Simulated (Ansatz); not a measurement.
A geometry of HfO$_{2}$ away from equilibrium: the start of the relaxation of a relaxed HfO2 cell stretched uniformly to 150 % of its volume. Level of theory: PBE (plane waves to 420 eV, PAW, scalar-relativistic; Ansatz, a first-principles code). Γ-centred k-mesh 6×6×4 on the run's cell (coarser than for final values), Fermi–Dirac smearing 0.05 eV.

```xyz
6
Lattice="4.1265 0.0000 0.0000 0.0000 4.1265 0.0000 0.0000 0.0000 6.0266" Properties=species:S:1:pos:R:3:forces:R:3 pbc="T T T" free_energy=-33718.575 pressure_GPa=-40.3
Hf     0.0000     0.0000     0.0000    0.0000    0.0000    0.0000
Hf     2.0632     2.0632     3.0133    0.0000    0.0000    0.0000
O      0.0000     2.0632     1.1646    0.0000    0.0000   -1.3006
O      0.0000     2.0632     4.1779    0.0000    0.0000   -1.3006
O      2.0632     0.0000     1.8487    0.0000    0.0000    1.3006
O      2.0632     0.0000     4.8620    0.0000    0.0000    1.3006
```

Positions in Å, forces in eV/Å, free energy of the cell in eV (comparable only within this code, potentials and settings). Largest force: 1.30 eV/Å, on O3, O4, O5, O6 (atoms numbered as listed); the geometry lies 1.03 eV/atom above the end of its relaxation.

No spin polarisation in the result.

The run could not lose the symmetry of its start.
